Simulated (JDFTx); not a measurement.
**Report: CuAu(100) in implicit electrolytes**

- surface = CuAu(100), Cu outermost, slab composition Cu4Au3
- bulk = CuAu, P4/mmm, lattice of mp-522 (not re-optimised)
- slab = 7 atoms in 7 planes, 1x1, 8.2 Å between the outermost planes
- in-plane cell = 2.851 × 3.582 Å, 10.21 Å²
- cell height = 24.6 Å
- sampling = 8×6×1 k mesh, Fermi smearing 0.01 Ha, no spin polarisation

Whether this polymorph is the ambient one wasn't checked.

Computed with a modified build of JDFTx: PBE, GBRV ultrasoft potentials, plane waves to 20/100 Ha. Outer atoms relaxed in vacuum, keeping the start's symmetry. The same nuclei were then put into each liquid, at zero charge and at set potentials or charges. This is a symmetric, unreconstructed model surface, and the continuum liquid cannot react with it. Potentials are on the SHE scale by the convention U = −μ/e − 4.44 V; references calibrated for a solvation model differ from this value.

In vacuum the work function is 4.20 eV, which would put the uncharged electrode at -0.24 V vs SHE if the liquid did nothing. Each liquid moves the Fermi level of the neutral slab, now counted from the bulk liquid: linear PCM (GLSSA13), water, 2 M KCl by 0.26 eV, to a potential of zero charge of -0.49 V; SCCS (g09 parameters), water, 2 M KCl by 0.11 eV, to a potential of zero charge of -0.35 V. The models of water differ by 0.14 V among themselves.

Charging:

```
liquid                        U − U_pzc (V)  σ (μC/cm²)  σ/(U − U_pzc) (μF/cm²)  Δγ (mJ/m²)
----------------------------  -------------  ----------  ----------------------  ----------
linear PCM (GLSSA13), water           -0.91       -13.6                      15         -64
linear PCM (GLSSA13), water           -0.71       -10.9                      15         -40
linear PCM (GLSSA13), water            0.29         5.1                      18          -7
linear PCM (GLSSA13), water            0.49         8.9                      18         -21
linear PCM (GLSSA13), water            0.69        13.1                      19         -43
linear PCM (GLSSA13), water            0.78        15.0                      19         -55
SCCS (g09 parameters), water          -0.40        -4.3                      11          -9
SCCS (g09 parameters), water          -0.20        -2.2                      11          -2
```

The mean capacitance runs from 11 to 19 μF/cm². Δγ, the grand free energy per area against the neutral surface, is negative throughout, since charging at a held potential lowers it. The cavity function reaches one half at 2.3 Å (linear PCM (GLSSA13), water), 2.4 Å (SCCS (g09 parameters), water) above the top atoms; the models define their cavities differently. No specific adsorption of ions or solvent is in these numbers.
